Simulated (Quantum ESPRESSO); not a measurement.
```
LiBr
1.0
    0.00000     2.72269     2.72269
    2.72269     0.00000     2.72269
    2.72269     2.72269     0.00000
Li Br
1 1
Direct
  0.00000   0.00000   0.00000
  0.50000   0.50000   0.50000
```
The cell comes from the Materials Project (a computed structure). It is LiBr in Fm-3m. Stability against distortions was not tested.

With PBE (σ by GIPAW in a modified build of Quantum ESPRESSO; JTH PAW datasets, 20 Ha):

```tsv
quantity	PBE
σ_iso Br (ppm)	2576.6
```

Shieldings are absolute and leave out the bulk-susceptibility term; a larger σ means a smaller chemical shift. In our sweeps, cutoffs and meshes of this size left a few ppm, and up to some 20 ppm on atoms from Zn on. Spin–orbit coupling is left out; its weight grows with the heaviest atom, Br here. No d partial waves on Br: the paramagnetic term there is incompletely reconstructed.

What does the LDA, on its own JTH datasets and the same geometry, give?


| quantity | LDA | LDA − PBE |
|---|---|---|
| σ_iso Br (ppm) | 2509.3 | -67.3 |
